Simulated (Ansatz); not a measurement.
**Cu: a film clamped to a substrate**

The calculation used Ansatz, DFT r2SCAN, scalar-relativistic, plane waves, PAW. The runs took a 500 eV cutoff, a Γ-centred 24×24×6 mesh and Gaussian smearing (0.15 eV). No spin polarisation. Energies are free energies at this smearing, counted from the undisturbed cell; pressure is positive in compression.

Zero of the scan (relaxed at this level; this form isn't the usual structure):

```xyz
4
Lattice="2.5293 0.0000 0.0000 -1.2647 2.1905 0.0000 0.0000 0.0000 8.2639" Properties=species:S:1:pos:R:3 pbc="T T T"
Cu    0.0000    0.0000    0.0000
Cu    0.0000    1.4603    2.0660
Cu    0.0000    0.0000    4.1320
Cu    1.2647    0.7302    6.1980
```

The cell (4 atoms, V0 = 45.79 Å³) is strained by p along both x and y and by q along z, fractional coordinates fixed. τp = (1/V0) ∂E/∂p = (σxx + σyy)(1 + p)(1 + q) and τq = (1/V0) ∂E/∂q = σzz(1 + p)², with tension positive.

| p | q | ΔE (meV/atom) | τp (GPa) | τq (GPa) |
| --- | --- | --- | --- | --- |
| 0.000 | 0.000 | 0.00 | 0.27 | -0.19 |
| -0.050 | 0.000 | 83.21 | -51.42 | -11.23 |
| 0.050 | 0.000 | 58.76 | 29.69 | 8.69 |
| 0.000 | -0.050 | 30.18 | -11.60 | -17.70 |
| 0.000 | 0.050 | 22.17 | 8.54 | 11.72 |

Q: Get the second derivatives of the energy density.

A: Central differences give A = ∂τp/∂p = 811 GPa (C11 + C22 + 2 C12), C = ∂τq/∂q = 294 GPa (C33) and the cross term B = ∂τq/∂p = 199 GPa (C13 + C23); ∂τp/∂q = 201 GPa must equal B, and any difference shows higher-order terms. Steps this large leave an error of some per cent of A or C in all of these, which can swamp a small B. The ions are clamped.

Q: A film of this crystal grows with z along the normal on a substrate that imposes p. How does its thickness respond, and what does the misfit cost?

A: Count p and q from the stress-free cell. A free surface needs τq = 0, so q = −(B/C) p = -0.68 p. The energy density left is (A − B²/C) p²/2 = M p², with the biaxial modulus M = 338 GPa; a misfit of 1 % costs 2.42 meV/atom, against 2.90 meV/atom if the thickness were held.

At p = -0.050 the energies along q are 160.4 (q = -0.050), 111.9 (q = -0.025), 83.2 (q = 0.000), 70.6 (q = 0.025), 71.1 (q = 0.050) meV/atom.

Q: Does the linear rule hold at this misfit?

A: A parabola through the lowest point and its neighbours has its minimum at q = 0.037, 69.2 meV/atom. With the stress left in the starting cell, τp0 and τq0, linear elasticity gives q = −(τq0 + Bp)/C = 0.034 and E = V0(τp0 p + τq0 q + Ap²/2 + Bpq + Cq²/2)/N = 59.0 meV/atom. The energies differ by more than a tenth, so the quadratic law fails here: the gap holds the anharmonic part, with some error from the wide steps. Cubic terms also shift the vertex of so wide a parabola.

In a metal these slopes depend on the k mesh and the smearing.